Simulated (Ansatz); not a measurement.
## KTe₂F₉: 41K NMR of the central transition

Cell: a computed structure from the Materials Project (it need not be an observed phase), its atoms then relaxed with PBE in this cell.

Space group P-1 (No. 2); a = 4.6812, b = 9.2467, c = 9.3395 Å, α = 108.82°, β = 95.35°, γ = 96.14°.

```
site  Wyckoff  site symmetry       x       y       z
   K       2i              1  0.6245  0.7597  0.5409
 Te3       2i              1  0.6341  0.9112  0.1766
 Te5       2i              1  0.8820  0.4628  0.1917
  F7       2i              1  0.2884  0.7635  0.0359
  F9       2i              1  0.5794  0.9227  0.8497
 F11       2i              1  0.7643  0.5453  0.9169
 F13       2i              1  0.1405  0.6046  0.3608
 F15       2i              1  0.0218  0.2947  0.2377
 F17       2i              1  0.6383  0.0891  0.6831
 F19       2i              1  0.3583  0.5436  0.6445
 F21       2i              1  0.1506  0.9336  0.6344
 F23       2i              1  0.2605  0.2637  0.7490
```

One atom of each set is listed.

Method: Kohn–Sham DFT in Ansatz, PBE, plane waves and PAW, scalar-relativistic, 420 eV cutoff, Γ-centred 5×3×3 k-points, Fermi–Dirac smearing 0.02 eV.

41K has I = 3/2 and Q = 73.40 mb (Pyykkö 2018); at 21.1 T its Larmor frequency is ν₀ = 23.0 MHz. Only the quadrupole interaction is simulated: positions count from each site's isotropic chemical shift, and shift anisotropy, dipolar and J coupling are left out.

Problem. Simulate the second-order pattern (static powder, Gaussian broadening 0.9 kHz) of site K (11 F at 2.66–3.27 Å).

Solution. The calculation gives C_Q = -1.90 MHz and η = 0.92, so ν_Q = 0.950 MHz and the centre of gravity lies at -218 ppm (-5.03 kHz).

offset (kHz), height and a bar:
```
   -27.45          0 
   -26.08          1 
   -24.71         19 ######
   -23.35         26 ########
   -21.98         27 ########
   -20.62         28 ########
   -19.25         29 #########
   -17.89         30 #########
   -16.52         31 #########
   -15.15         33 ##########
   -13.79         34 ##########
   -12.42         36 ###########
   -11.06         38 ###########
    -9.69         41 ############
    -8.33         44 #############
    -6.96         47 ##############
    -5.59         52 ################
    -4.23         59 ##################
    -2.86         69 #####################
    -1.50         91 ###########################
    -0.13         99 ##############################
     1.23        100 ##############################
     2.60         71 #####################
     3.97         38 ###########
     5.33         30 #########
     6.70         28 ########
     8.06         26 ########
     9.43         24 #######
    10.79         23 #######
    12.16         17 #####
    13.53          1 
    14.89          0
```
